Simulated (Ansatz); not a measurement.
Theory: Ansatz, DFT PBE, scalar-relativistic, plane waves, PAW. All cells share a 420 eV cutoff and Γ-centred k meshes spaced at most about 0.3 Å⁻¹ (about 0.25 or finer for metals, 2π included). No spin polarisation in the final relaxations.

These are static total energies at zero pressure. Lower structures may exist.

Question: Which of these relaxed structures of Ta3Cu is the lowest in energy?
A.

```
Ta Cu
1.0
     0.00000    3.23063    3.23063
     3.23063    0.00000    3.23063
     3.23063    3.23063    0.00000
Ta Cu
3 1
Direct
  0.75000 0.75000 0.75000
  0.25000 0.25000 0.25000
  0.00000 0.00000 0.00000
  0.50000 0.50000 0.50000
```

B.

```
Ta Cu
1.0
    -2.00984    2.00984    4.20442
     2.00984   -2.00984    4.20442
     2.00984    2.00984   -4.20442
Ta Cu
3 1
Direct
  0.75000 0.25000 0.50000
  0.25000 0.75000 0.50000
  0.50000 0.50000 0.00000
  0.00000 0.00000 0.00000
```

C.

```
Ta Cu
1.0
     5.42382    0.00000    0.00000
    -2.71191    4.69717    0.00000
     0.00000    0.00000    2.74984
Ta Cu
3 1
Direct
  0.50000 0.00000 0.00000
  0.00000 0.50000 0.00000
  0.50000 0.50000 0.00000
  0.00000 0.00000 0.50000
```

Answer: B. It has the TiAl3 (D0_22) type, space group I4/mmm (No. 139); the next, A, with the BiF3 (D0_3) type, space group Fm-3m (No. 225), lies 28 meV/atom higher. Counting all near atoms (those within 1.25 times the shortest distance at each site; a plus sign parts nearer from farther groups), the lowest has Ta 12, Cu 12 and the next has Ta 8+6, Cu 8+6. Even the lowest lies +0.16 eV/atom against the elements.

Spin–orbit coupling, which can matter for Ta, is left out. The I4/mmm cell at 17.0 Å³/atom was relaxed from a Materials Project cell. Cells relaxed within their symmetry can be saddle points. Some types were kept out of the candidates beforehand, so the set may lack a known form.
